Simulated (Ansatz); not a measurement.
A: Ru (hcp, Mg type), a = b = 2.722 Å, c = 4.291 Å, α = β = 90.00°, γ = 120.00°
B: Y₃Al₃NiGe₂ (space group P-62m), a = b = 6.9615 Å, c = 4.1785 Å, α = β = 90.00°, γ = 120.00°
C: Cd (hcp, Mg type), a = 3.016 Å, b = 3.016 Å, c = 5.819 Å, α = 90.00°, β = 90.00°, γ = 120.00°

Scan: energy against volume (even scaling of the relaxed cell, symmetry kept). All come from one method, each on a k mesh of its own. All were relaxed with their symmetry unable to fall. Ru is run without spin polarisation. The relaxed volume of Cd is well above the measured one; the method has no dispersion term. Y3Al3NiGe2 is run without spin polarisation.

Order them by bulk modulus at fixed cell shape (fitted) (highest first) at the level PBE (plane waves to 420 eV, PAW, scalar-relativistic; Ansatz, a quantum-chemistry and plane-wave program).

A (311 GPa), B (86.3 GPa), C (44.2 GPa)

(A scan under strain: stresses follow from slopes of the energy per volume, elastic moduli from its curvatures.)
